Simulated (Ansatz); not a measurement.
Here is the system:

ZrSe$_{2}$:
```
CELL_PARAMETERS angstrom
      0.00000     3.29893     3.29893
      3.29893     0.00000     3.29893
      3.29893     3.29893     0.00000
ATOMIC_POSITIONS crystal
  Zr 0.00000 0.00000 0.00000
  Se 0.25000 0.25000 0.25000
  Se 0.75000 0.75000 0.75000
```

This is the PBE-relaxed structure.

Q: All from PBE in the plane-wave PAW code Ansatz, unless another level is named. Give the electronic character.

A: metallic (no gap).

Q: What about the formation energy from the elements (no fitted shifts)?

A: -1.02 eV/atom.

Q: What about the density of states at the Fermi level?

A: 0.34 states/eV per atom (mean over ±0.08 eV).

Space group Fm-3m (fluorite). A made-up cell: these elements were put on the sites of a structure type; neither database checked (COD, Materials Project) lists it. COD files the formula under space group No. 164, so this cell is another polymorph or a model. Its standing as an ambient phase is unchecked. The PBE relaxation kept the symmetry of its start; whether a distortion lowers the energy is not shown. The run is not spin-polarised. The references are the lowest solids computed at this level, not always the standard phases. Scalar-relativistic: spin–orbit coupling is off unless named, which matters more the heavier the elements.

Potentials: the later of the program's two PAW sets.
